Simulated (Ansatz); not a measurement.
Total density of states per atom from plane-wave PAW r²SCAN (Ansatz code), in 0.25 eV bins, energy from the valence-band maximum:

```
E (eV) | states/eV/atom
    -7.85 | ##### 0.39
    -7.60 | ###### 0.48
    -7.35 | ####### 0.57
    -7.10 | ############# 1.07
    -6.85 | ###### 0.50
    -6.60 | ############# 1.10
    -6.35 | ######### 0.72
    -6.10 | ######### 0.78
    -5.85 | ######## 0.70
    -5.60 | ######## 0.68
    -5.35 | ########## 0.80
    -5.10 | ############ 0.98
    -4.85 | ########### 0.93
    -4.60 | ########## 0.80
    -4.35 | ######## 0.62
    -4.10 | ##### 0.40
    -3.85 | ### 0.22
    -3.60 | ######## 0.65
    -3.35 | ######### 0.74
    -3.10 | ############# 1.07
    -2.85 | ################ 1.33
    -2.60 | ############### 1.25
    -2.35 | ############## 1.14
    -2.10 | ########################### 2.24
    -1.85 | ############################## 2.47
    -1.60 | ########## 0.85
    -1.35 | ##### 0.42
    -1.10 | ####### 0.59
    -0.85 | ######## 0.68
    -0.60 | #### 0.34
    -0.35 | ## 0.13
    -0.10 |  0.02
     0.15 |  0.00
     0.40 | # 0.08
     0.65 | #### 0.33
     0.90 | #### 0.31
     1.15 | ### 0.22
     1.40 | ####### 0.55
     1.65 | ###### 0.50
     1.90 | ###### 0.49
     2.15 | ######### 0.78
     2.40 | ########### 0.94
     2.65 | ##### 0.41
     2.90 | ###### 0.48
     3.15 | ######## 0.68
     3.40 | ########### 0.89
     3.65 | ##### 0.45
     3.90 | #### 0.37
     4.15 | ### 0.27
     4.40 | ## 0.18
     4.65 | # 0.05
     4.90 |  0.02
     5.15 |  0.01
```

**Question.** Which compound is it?
A) MnCuO2, C2/m (Mn on 2a, Cu on 2d, O on 4i)
B) Al2O3, corundum
C) HfO2, P2_1/c (Hf on 4e, O on 4e, O on 4e)
D) RbLuO2, R-3m (Rb on 3a, Lu on 3b, O on 6c)

**Answer.** A, MnCuO2, C2/m (Mn on 2a, Cu on 2d, O on 4i). Top 1 eV of the valence band: Cu 3d 36 %, O 2p 30 %, Mn 3d 26 %, Cu 4s 5 %. Bottom 1 eV of the conduction band: Mn 3d 52 %, O 2p 34 %. Projections are on Löwdin-orthogonalised atomic valence shells; empty p or d shells of many metals are not among them.

The workflow started from a Materials Project entry (that database holds measured and hypothetical structures alike); the Crystallography Open Database copy checked does not list it. Whether it is the stable phase at ambient conditions was not checked. The r²SCAN relaxation kept the symmetry of its start; its stability against distortions is not shown here. Magnetic state: ferromagnetic, the only order run, not a proven ground state. Other orbital occupations within this spin state were not tried. No Hubbard U is applied.

Potentials: the later of the program's two PAW sets.
